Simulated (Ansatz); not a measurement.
# Si (hcp): energy against volume

The calculation used Ansatz, DFT, r2SCAN, plane waves (500 eV) with PAW, scalar-relativistic. The PAW files were generated under PBE, with cores re-solved for the functional.

The cell is scaled uniformly from the relaxed one, with fractional coordinates and shape fixed. Energies are extrapolated to zero smearing, pressures are those at the given smearing. Magnetic state: spin not included.

A Birch-Murnaghan fit gives V₀ = 13.75 Å³/atom, B₀ = 93 GPa, B₀′ = 5.0.

(1) What are the energy above the minimum and the pressure at 12.076 Å³/atom?

(2) What are the energy above the minimum and the pressure at 14.271 Å³/atom?

(3) What are the energy above the minimum and the pressure at 15.369 Å³/atom?

## Answers

(1) 76.0 meV/atom and 16.66 GPa as computed.

(2) 5.4 meV/atom and -3.11 GPa as computed.

(3) 44.3 meV/atom and -7.72 GPa as computed.
